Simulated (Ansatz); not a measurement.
A: Ga2O3 (beta-Ga2O3 type, space group C2/m), a = 12.456 Å, b = 3.083 Å, c = 5.877 Å, α = 90.00°, β = 103.70°, γ = 90.00°
B: ZnCu₂SnS₄ (kesterite type, space group I-4), a = 5.4685 Å, b = 5.4685 Å, c = 10.9351 Å, α = 90.00°, β = 90.00°, γ = 90.00°
C: Al2Cu (Al2Cu type, space group I4/mcm), a = b = 6.0594 Å, c = 4.8739 Å, α = β = γ = 90.00°
D: Te (trigonal-Te type, space group P3_121), a = b = 4.521 Å, c = 5.955 Å, α = β = 90.00°, γ = 120.00°
E: SiC (6H type, space group P6_3mc), a = b = 3.095 Å, c = 15.186 Å, α = β = 90.00°, γ = 120.00°

Scan: energy against volume (even scaling of the relaxed cell, symmetry kept). One method and one kind of scan serve all of them; meshes and ranges differ. Al2Cu is run without spin polarisation. All were relaxed with their symmetry unable to fall. At this level the bands of ZnCu2SnS4 touch or barely overlap; measurements give the solid a gap. Spin-orbit coupling is left out. The PAW data are Ansatz's earlier set. ZnCu2SnS4 is run without spin polarisation.

Task: Order them by bulk modulus at fixed cell shape (fitted) (highest first) at the level PBE (plane waves to 420 eV, PAW, scalar-relativistic; Ansatz, a quantum-chemistry and plane-wave program).

Result: E (213 GPa), A (157 GPa), C (100 GPa), B (68.0 GPa), D (23.2 GPa)

(Under strain, the slope of the energy per volume gives the stress and its curvature an elastic modulus.)
